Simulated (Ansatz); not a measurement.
# B4CCl6O: relaxation (Ansatz)

input.yaml:

```yaml
crystal:
  lattice:
    - [5.658461, 3.266916, 2.566526]
    - [-5.658461, 3.266916, 2.566526]
    - [0.0, -6.533833, 2.566526]
  atoms:
    - { symbol: B, position: [0.3011, 0.301, 0.3011] }
    - { symbol: B, position: [0.3183, 0.3183, 0.0671] }
    - { symbol: B, position: [0.0671, 0.3183, 0.3183] }
    - { symbol: B, position: [0.3183, 0.0671, 0.3183] }
    - { symbol: C, position: [0.5047, 0.5046, 0.5047] }
    - { symbol: O, position: [0.6484, 0.6483, 0.6484] }
    - { symbol: Cl, position: [0.11823, 0.11824, 0.79823] }
    - { symbol: Cl, position: [0.79823, 0.11823, 0.11824] }
    - { symbol: Cl, position: [0.11824, 0.79823, 0.11823] }
    - { symbol: Cl, position: [0.5373, 0.5373, 0.0806] }
    - { symbol: Cl, position: [0.0806, 0.5373, 0.5373] }
    - { symbol: Cl, position: [0.5373, 0.0806, 0.5373] }
  symmetry: { tolerance: 0.0003 }
kpoints:
  mp_grid: { grid: [4, 4, 4], shift: [0, 0, 0] }
magnetization:
  spin_polarized: false
scf:
  occupations: { method: fermi_dirac }
  lower_state_search: "off"
hamiltonian:
  pseudopotentials: { kind: paw }
  xc: r2scan
basis:
  ecutwfc: 500
  fft_grid_basis: typed
relax:
  max_steps: 40
  cell: { p_target: 5.0 }
  f_tol: 0.03
output:
  forces: true
  stress: true
  eigenvalues: true
  bader: false
  populations: true
  elf: true
  write_potential: true
  volumetric_format: npy
  dos:
    e_range: [-12, 8]
    de: 0.05
    projected: { site_lists: { B: [B], C: [C], Cl: [Cl], O: [O] } }
  write_density: true
checkpoint:
  read: saved_state
```

Launch command:

```bash
ansatz run input.yaml --threads 2 --pin off --max-ram 3584MiB --backend cpu --events-out ev --progress --plain --runs-dir out
```

Origin of the cell: a database entry, scaled a little.

The smearing width isn't typed, so it takes its default of 0.1 eV.

The saved state is a converged single point of the same cell.

Output (shortened):

```
Warning: the atoms were moved onto the symmetric positions of the space group found under crystal.symmetry.tolerance 3.0e-4 (fractional; no operation is sought that the atoms, as they stand i […]
Pseudopotentials: kind: paw
Pseudopotential: B, paw, valence charge 3, recommended cutoff 500 eV (meta_gga), B.paw.azcp
Pseudopotential: C, paw, valence charge 4, recommended cutoff 500 eV (meta_gga), C.paw.azcp
Pseudopotential: O, paw, valence charge 6, recommended cutoff 500 eV (meta_gga), O.paw.azcp
Pseudopotential: Cl, paw, valence charge 7, recommended cutoff 500 eV (meta_gga), Cl.paw.azcp
Functional definition: r2SCAN
  exchange = r2scan_x(k0 = k0, k1 = k1, a1 = a1)
  correlation = r2scan_c
Crystal: 12 atoms, lattice volume = 284.664 Å³
Basis set: ecut = 500 eV, 7191 PW (Γ), exchange–correlation on 216×216×216 points (64 copies of the dense FFT grid, shifted against one another)
[… 17 lines left out …]
Initial density: read from a saved state, or passed on in memory by an earlier SCF of this step, an earlier step, the calling program or the single point that the run made first
Functional: x = r2scan, c = r2scan; τ floored in thin density (d = 2e-4 eV/Å³)
SCF iter   1: F=-7954.467565 eV  HF=-7954.461356 eV  Δρ=5.22e-4  dr2=7.98e-5  dr2_τ=3.25e-4
SCF iter   2: F=-7954.467672 eV  HF=-7954.467379 eV  Δρ=2.68e-4  dr2=1.80e-5  dr2_τ=7.07e-5
SCF iter   3: F=-7954.467691 eV  HF=-7954.467683 eV  Δρ=5.77e-5  dr2=4.85e-6  dr2_τ=2.16e-6
SCF iter   4: F=-7954.467693 eV  HF=-7954.467692 eV  Δρ=1.23e-5  dr2=4.38e-7  dr2_τ=6.73e-8
SCF iter   5: F=-7954.467693 eV  HF=-7954.467693 eV  Δρ=5.64e-6  dr2=6.51e-8  dr2_τ=2.13e-8
relax step   1: F+E_penalty+E_count = -7954.467693 eV  Δ(F+E_penalty+E_count) = +0.000e0 eV  max|allowed force component| = 3.666e0 eV/Å  Δτ_max = 0.0000 Å  P = -1.092 GPa  Ω = 284.664 Å³  (5 […]
relax step   2: F+E_penalty+E_count = -7954.491300 eV  Δ(F+E_penalty+E_count) = -2.361e-2 eV  max|allowed force component| = 1.184e0 eV/Å  Δτ_max = 0.1015 Å  P = +0.853 GPa  Ω = 246.584 Å³  e […]
relax step   3: F+E_penalty+E_count = -7953.998652 eV  Δ(F+E_penalty+E_count) = +4.926e-1 eV  max|allowed force component| = 6.609e-1 eV/Å  Δτ_max = 0.1293 Å  P = +5.351 GPa  Ω = 211.872 Å³ […]
relax step   4: F+E_penalty+E_count = -7953.834347 eV  Δ(F+E_penalty+E_count) = +1.643e-1 eV  max|allowed force component| = 1.634e-1 eV/Å  Δτ_max = 0.1155 Å  P = +4.558 GPa  Ω = 206.630 Å³ […]
relax step   5: F+E_penalty+E_count = -7953.905080 eV  Δ(F+E_penalty+E_count) = +9.357e-2 eV  max|allowed force component| = 3.241e-1 eV/Å  Δτ_max = 0.0578 Å  P = +5.061 GPa  Ω = 208.416 Å³ […]
relax step   6: F+E_penalty+E_count = -7953.886489 eV  Δ(F+E_penalty+E_count) = +1.859e-2 eV  max|allowed force component| = 4.473e-1 eV/Å  Δτ_max = 0.0446 Å  P = +4.993 GPa  Ω = 207.974 Å³ […]
relax step   7: F+E_penalty+E_count = -7953.918245 eV  Δ(F+E_penalty+E_count) = -1.317e-2 eV  max|allowed force component| = 1.388e-2 eV/Å  Δτ_max = 0.0181 Å  P = +5.013 GPa  Ω = 208.651 Å³ […]
relax step   8: F+E_penalty+E_count = -7953.909133 eV  Δ(F+E_penalty+E_count) = +9.112e-3 eV  max|allowed force component| = 3.120e-2 eV/Å  Δτ_max = 0.0000 Å  P = +5.018 GPa  Ω = 208.651 Å³  stress off target by 3.50e-2 GPa […]
relax step   9: F+E_penalty+E_count = -7953.909077 eV  Δ(F+E_penalty+E_count) = +5.595e-5 eV  max|allowed force component| = 7.354e-2 eV/Å  Δτ_max = 0.0021 Å  P = +4.947 GPa  Ω = 208.651 Å³ […]
relax step  10: F+E_penalty+E_count = -7953.909131 eV  Δ(F+E_penalty+E_count) = +2.058e-6 eV  max|allowed force component| = 2.986e-2 eV/Å  Δτ_max = 0.0010 Å  P = +4.984 GPa  Ω = 208.651 Å³  (7 SCF iters, rejected (line search))
relax step  11: F+E_penalty+E_count = -7953.909140 eV  Δ(F+E_penalty+E_count) = -7.240e-6 eV  max|allowed force component| = 1.052e-2 eV/Å  Δτ_max = 0.0005 Å  P = +5.002 GPa  Ω = 208.651 Å³  (6 SCF iters, accepted)
relax step  12: F+E_penalty+E_count = -7953.909140 eV  Δ(F+E_penalty+E_count) = -9.095e-12 eV  max|allowed force component| = 1.052e-2 eV/Å  Δτ_max = 0.0000 Å  P = +5.002 GPa  Ω = 208.651 Å³  stress off target by 1.96e-2 GPa […]
SCF 12 converged in 6 iterations: F = -7953.909140 eV  dr2 = 1.66e-12
basis re-selected at this cell: Δ(F+E_penalty+E_count) = -9.095e-12 eV, ΔP = -0.000 GPa vs the last step (what re-selecting the basis moved, of the pressure what is left beyond the Pulay corr […]
SCF converged after 6 iterations
Free energy (F): -7953.909140 eV
Harris-Foulkes:  -7953.909140 eV  (|F-HF|=0.00e0)
Internal energy: -7953.909140 eV  (E = F + TS)
E sigma→0 (E₀):  -7953.909140 eV
Fermi energy:    4.147079 eV
--- Per-component energies (eV) ---
  E_band       = -279.750492
  E_kinetic    = 1417.126863
  E_local      = -2378.155569  (includes V_loc(G=0)·N_el)
  E_nonlocal   = 295.510318
  E_hartree    = 743.549476
  E_xc         = -864.650574
  E_vxc        = -1136.466141  (∫ρ·V_xc dr)
  E_paw        = -4579.974644  (= ΣΔE_a)
  E_vpaw       = -26.030726  (= ΣTr[D̂ρ^β])
  E_aug_tail   = 0.001231  (compensation charges beyond the density's cutoff)
  E_vtau       = 61.164584  (kinetic-family band-sum trace: ∫τ·v_τ [+ j·A + Jᵃ·Aᵃ] dr)
  E_ewald      = -2586.367319
  E_core_change = -0.948924  (= ΣΔE_core)
  E_smearing   = -0.000000  (= −TS)
  Σ components = -7953.909140   (vs F -7953.909140, Δ=0.00e0)
--- Forces (eV/Å), atoms counted from 1 ---
  atom   1  B      0.000000    -0.000000     0.006367
  atom   2  B      0.000000     0.004282    -0.002247
  atom   3  B     -0.003708    -0.002141    -0.002247
  atom   4  B      0.003708    -0.002141    -0.002247
  atom   5  C      0.000000    -0.000000     0.004322
  atom   6  O     -0.000000     0.000000    -0.010516
  atom   7  Cl    -0.000000     0.000050     0.003462
  atom   8  Cl    -0.000043    -0.000025     0.003462
  atom   9  Cl     0.000043    -0.000025     0.003462
  atom  10  Cl     0.000000    -0.003334    -0.001277
  atom  11  Cl     0.002887     0.001667    -0.001277
  atom  12  Cl    -0.002887     0.001667    -0.001277
  max |Σ_I F_I| component: 1.23e-5 eV/Å
--- Stress (GPa, compression-positive) ---
        5.012833       0.000000       0.000000
        0.000000       5.012833       0.000000
        0.000000       0.000000       4.980388
  P = ⅓ Tr σ = 5.0020 GPa (50.020 kbar)
--- Relaxed structure (10 steps of the walk, 6 accepted, 2 SCFs on fresh bases) ---
  F+E_penalty+E_count = -7953.909140 eV   max|allowed force component| = 1.052e-2 eV/Å   (the final SCF, on the basis selected at the relaxed cell)
  cell:  # Å, volume = 208.6508 Å³
    - [5.098772, 2.943777, 2.316852]
    - [-5.098772, 2.943777, 2.316852]
    - [4.783e-17, -5.887555, 2.316851]
  atoms:
    - { symbol: B, position: [0.299566, 0.299566, 0.299566] }
    - { symbol: B, position: [0.321519, 0.321519, 0.048100] }
    - { symbol: B, position: [0.048100, 0.321519, 0.321519] }
    - { symbol: B, position: [0.321519, 0.048100, 0.321519] }
    - { symbol: C, position: [0.513258, 0.513258, 0.513258] }
    - { symbol: O, position: [0.675173, 0.675173, 0.675173] }
    - { symbol: Cl, position: [0.105807, 0.105807, 0.755249] }
    - { symbol: Cl, position: [0.755249, 0.105807, 0.105807] }
    - { symbol: Cl, position: [0.105807, 0.755249, 0.105807] }
    - { symbol: Cl, position: [0.564105, 0.564105, 0.073491] }
    - { symbol: Cl, position: [0.073491, 0.564105, 0.564105] }
    - { symbol: Cl, position: [0.564105, 0.073491, 0.564105] }
--- Löwdin populations: 12 sites ---
  site symbol       q [e]
     0      B      3.5210
     1      B      2.8062
     2      B      2.8062
     3      B      2.8062
     4      C      3.4002
     5      O      6.0749
     6     Cl      6.9826
     7     Cl      6.9826
     8     Cl      6.9826
     9     Cl      7.0101
    10     Cl      7.0101
    11     Cl      7.0101
  spilling = 0.009489 (of n_electrons = 64.000000)
```

The starting structure.

Space group R3m (No. 160); the run's cell has a = 7.020 Å, b = 7.020 Å, c = 7.020 Å, α = 107.43°, β = 107.43°, γ = 107.43°. Shortest distances: C–O 1.11 Å, B–C 1.57 Å, B–B 1.72 Å, B–Cl 1.77 Å, B–O 2.67 Å, Cl–Cl 3.01 Å.

The relaxed structure.

Space group R3m (No. 160); the run's cell has a = 6.327 Å, b = 6.327 Å, c = 6.327 Å, α = 107.39°, β = 107.39°, γ = 107.39°. Shortest distances: C–O 1.13 Å, B–C 1.49 Å, B–B 1.68 Å, B–Cl 1.74 Å, B–O 2.61 Å, Cl–Cl 2.98 Å.

- Enthalpy lowered by: 151.1 meV/atom
- Volume change: -26.70 %
- Final pressure: 5.00 GPa
- Relaxation steps listed: 12

Caveats: the database entry stands far from equilibrium and may be faulty; the relaxation held the start's symmetry, so the end may be a saddle point.

Time: 150 s of wall time on 2 CPU thread(s) of a shared host, from a saved density.
